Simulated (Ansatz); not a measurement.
# Wurtzite alloy of AlN and SiC (18 of 48 Al sites, 18 of 48 N sites exchanged), 96 atoms

Ansatz, PAW, plane waves. PBEsol relaxation of cell lengths and atoms (angles held) at the single k point (¼, ¼, ¼) without its symmetry partners; single points on the relaxed atoms at the Γ point alone, onto which points of the small cell's zone fold. Arrangement: random. No spin–orbit coupling unless named.

Relaxed structure:

```cif
data_structure
_symmetry_space_group_name_H-M 'P 1'
_symmetry_Int_Tables_number 1
_cell_length_a 9.3461
_cell_length_b 10.7615
_cell_length_c 10.0322
_cell_angle_alpha 90.000
_cell_angle_beta 90.000
_cell_angle_gamma 90.000
_cell_volume 1009.03
loop_
_atom_site_label
_atom_site_type_symbol
_atom_site_fract_x
_atom_site_fract_y
_atom_site_fract_z
_atom_site_occupancy
Al1 Al 0.16545 0.08397 0.25400 1
Al2 Al 0.16759 0.07907 0.74001 1
Al3 Al 0.00617 0.33013 0.24506 1
Al4 Al 0.49455 0.08889 0.24672 1
Al5 Al 0.33419 0.33135 0.24577 1
Al6 Al 0.33979 0.33708 0.74625 1
Al7 Al 0.16990 0.58346 0.24346 1
Al8 Al 0.00057 0.83241 0.75070 1
Al9 Al 0.83945 0.08950 0.24493 1
Al10 Al 0.66424 0.33242 0.24969 1
Al11 Al 0.50252 0.58326 0.24744 1
Al12 Al 0.33256 0.83281 0.24769 1
Al13 Al 0.33093 0.83320 0.74825 1
Al14 Al 0.82894 0.58219 0.25535 1
Al15 Al 0.83026 0.58068 0.74904 1
Al16 Al 0.66678 0.83731 0.25351 1
Al17 Al 0.66841 0.83813 0.75024 1
Al18 Al 0.00796 0.16656 0.99935 1
Al19 Al 0.32506 0.16956 0.99903 1
Al20 Al 0.00133 0.66395 0.49813 1
Al21 Al 0.66619 0.16784 0.49852 1
Al22 Al 0.50323 0.41917 0.49498 1
Al23 Al 0.49872 0.41731 0.00270 1
Al24 Al 0.16568 0.91395 0.49271 1
Al25 Al 0.16343 0.92084 0.00057 1
Al26 Al 0.83115 0.41492 0.48535 1
Al27 Al 0.83295 0.41447 0.01218 1
Al28 Al 0.66492 0.67089 0.49664 1
Al29 Al 0.49672 0.91722 0.49970 1
Al30 Al 0.83542 0.92333 0.49474 1
Si1 Si 0.99492 0.33464 0.75150 1
Si2 Si 0.50344 0.08243 0.74445 1
Si3 Si 0.16538 0.58525 0.74617 1
Si4 Si 0.00076 0.83335 0.24590 1
Si5 Si 0.83215 0.08102 0.74982 1
Si6 Si 0.66822 0.32859 0.75206 1
Si7 Si 0.50501 0.58369 0.74725 1
Si8 Si 0.00134 0.16859 0.49836 1
Si9 Si 0.33370 0.16565 0.49857 1
Si10 Si 0.16833 0.41717 0.49936 1
Si11 Si 0.16789 0.41407 0.99870 1
Si12 Si 0.99028 0.66949 0.00497 1
Si13 Si 0.67081 0.16273 0.99686 1
Si14 Si 0.33554 0.66203 0.49856 1
Si15 Si 0.34354 0.67180 0.99949 1
Si16 Si 0.66650 0.66935 0.00898 1
Si17 Si 0.50205 0.91669 0.00378 1
Si18 Si 0.83591 0.91492 0.00524 1
N1 N 0.00334 0.16746 0.18448 1
N2 N 0.99002 0.17666 0.68850 1
N3 N 0.34543 0.16595 0.69078 1
N4 N 0.16696 0.42088 0.17334 1
N5 N 0.15415 0.41848 0.68602 1
N6 N 0.99925 0.67134 0.18288 1
N7 N 0.00402 0.65592 0.69425 1
N8 N 0.66811 0.15956 0.17075 1
N9 N 0.32987 0.66893 0.17148 1
N10 N 0.83379 0.40763 0.69416 1
N11 N 0.66527 0.67035 0.69448 1
N12 N 0.50249 0.91863 0.17699 1
N13 N 0.50148 0.92352 0.69751 1
N14 N 0.83937 0.91506 0.18519 1
N15 N 0.83340 0.92353 0.68914 1
N16 N 0.16904 0.08352 0.92770 1
N17 N 0.01338 0.33290 0.45006 1
N18 N 0.50535 0.07545 0.93203 1
N19 N 0.32194 0.33040 0.45681 1
N20 N 0.32288 0.34251 0.93306 1
N21 N 0.16553 0.58662 0.93758 1
N22 N 0.99284 0.82685 0.42506 1
N23 N 0.66614 0.33186 0.44088 1
N24 N 0.66757 0.32105 0.93422 1
N25 N 0.33488 0.82112 0.43973 1
N26 N 0.34732 0.83361 0.94563 1
N27 N 0.83368 0.58540 0.44947 1
N28 N 0.83043 0.59056 0.94232 1
N29 N 0.66785 0.83998 0.44308 1
N30 N 0.66556 0.83840 0.94696 1
C1 C 0.32774 0.16641 0.18414 1
C2 C 0.66880 0.16471 0.70012 1
C3 C 0.49784 0.41581 0.19046 1
C4 C 0.51685 0.41996 0.69676 1
C5 C 0.33295 0.65598 0.69034 1
C6 C 0.15797 0.91147 0.19485 1
C7 C 0.16428 0.91121 0.68585 1
C8 C 0.83844 0.41438 0.20113 1
C9 C 0.67054 0.67490 0.18431 1
C10 C 0.16575 0.09418 0.45557 1
C11 C 0.00796 0.34253 0.93009 1
C12 C 0.49173 0.08693 0.44215 1
C13 C 0.17228 0.57617 0.43932 1
C14 C 0.98747 0.82556 0.94442 1
C15 C 0.84365 0.09364 0.43838 1
C16 C 0.82992 0.07539 0.93659 1
C17 C 0.49462 0.59035 0.44165 1
C18 C 0.50545 0.59527 0.93321 1
```

**Question.** What are the mean bond lengths by pair (pairs within 1.2 times the sum of covalent radii, less contacts 15 % beyond the pair's median; cation–cation pairs of compounds aside; long ionic contacts are cut short by that bound)?

**Answer.** Al–C 1.935 ± 0.052 Å (standard deviation, 45 bonds); Al–N 1.942 ± 0.060 Å (standard deviation, 75 bonds); C–Si 1.828 ± 0.040 Å (standard deviation, 27 bonds); N–Si 1.840 ± 0.064 Å (standard deviation, 45 bonds).

**Question.** What gap lies between the top filled and the lowest empty level in the single points?

**Answer.** HSE06 3.12 eV (3.7 min on 7 threads of Neoverse-V2).
